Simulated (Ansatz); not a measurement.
# BiTe: energy along a strain

BiTe, R-3m, a = 4.845 Å, c = 9.952 Å (as given, not relaxed at this level: 0.0 GPa). The structure is a Materials Project entry; whether it is the stable form wasn't checked. Ansatz: PBE, PAW, 420 eV, Γ-centred 12×12×12 mesh on 2 atoms, Gaussian smearing 0.15 eV; no spin polarisation. Cell vectors (Å): 2.423 1.399 3.317; -2.423 1.399 3.317; 0.000 -2.798 3.317. The cell is strained by x per cent times the pattern (0 0 0 0 1 0) in the order xx yy zz yz xz xy (engineering shears), with fractional coordinates held. y is the free energy over the start, V0 = 33.725 Å³/atom. Symmetry makes y even in x.

```tsv
x (%)	y (meV/atom)
-2.00	1.12
-1.00	?
0.00	0.00
0.50	0.07
0.75	0.16
1.25	0.44
1.50	0.63
1.75	0.86
```

Q: Fit y = c2 x² + c4 x⁴ to the other rows, get the stiffness along the pattern, and predict the missing energy.

A: Least squares on the rows shown. y = 0.2820 x² − 0.0004884 x⁴. The clamped-ion stiffness p·C·p = 2 × 2.820 eV × 160.2 / 33.725 Å³ = 27 GPa, which is C55 in these axes. At x = -1.00 the fit asked for gives 0.28 meV/atom. The run gave 0.28 meV/atom, the same to the digits shown.

Spin–orbit coupling is left out, which can shift energies with elements as heavy as these.